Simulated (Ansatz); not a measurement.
A generated cell, not matched to a known phase here, of Ti3Re: Immm (No. 71), oI8; a = 3.127 Å, b = 4.464 Å, c = 9.005 Å, α = β = γ = 90.00°; Re 2b (0.500, 0.000, 0.000); Ti 2d (0.000, 0.500, 0.000); Ti 4i (0.000, 0.000, 0.227). The numbers are results of PBEsol (plane waves to 420 eV, PAW, scalar-relativistic; Ansatz, an electronic-structure program), not measurements. Element references, the lowest calculated here: Re (P6₃/mmc), Ti (P6₃/mmc).

Estimate the formation energy of this Immm form of Ti3Re from the elements that PBEsol returns for this input.

-0.25 eV/atom.

A lower structure of this composition may exist.

Static energies, no anion corrections, no zero-point energy. Values are rounded to 0.01 eV/atom. Not shown to be the ambient phase of their composition (a lower form may be missing, and a cell relaxed within its start's symmetry can be a saddle point): Ti3Re (Immm). Spin-orbit coupling is missing from these energies, which matters for elements this heavy. The compounds carry no spin polarisation.
